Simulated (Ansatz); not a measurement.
Consider the following.

Hf₃Cu₄Ge₂:
```
CELL_PARAMETERS angstrom
      6.33752     0.00000     0.00000
     -3.16876     5.48845     0.00000
      0.00000     0.00000     3.98247
ATOMIC_POSITIONS crystal
  Hf 0.00000 0.58985 0.50000
  Hf 0.58985 0.00000 0.50000
  Hf 0.41015 0.41015 0.50000
  Cu 0.00000 0.00000 0.50000
  Cu 0.23924 0.00000 0.00000
  Cu 0.76076 0.76076 0.00000
  Cu 0.00000 0.23924 0.00000
  Ge 0.66667 0.33333 0.00000
  Ge 0.33333 0.66667 0.00000
```

This is the r²SCAN-relaxed structure.

### Question
All from the program Ansatz at the r²SCAN level (PAW), unless another level is named. Estimate the electronic character.

### Answer
metallic (no gap).

### Question
Give the formation energy from the elements (no fitted shifts).

### Answer
-0.47 eV/atom.

### Question
Predict the density of states at the Fermi level.

### Answer
0.34 states/eV per atom (mean over ±0.08 eV).

Space group P-62m. The workflow started from a Materials Project entry (that database holds measured and hypothetical structures alike); the Crystallography Open Database copy checked does not list it. Whether it is the stable phase at ambient conditions was not checked. The cell was relaxed with r²SCAN under the symmetry of its start; its stability against distortions is not shown here. No spin polarisation was allowed. The references are the lowest solids computed at this level, not always the standard phases. Spin–orbit coupling is left out wherever it is not named.

Potentials: the later of the program's two PAW sets.
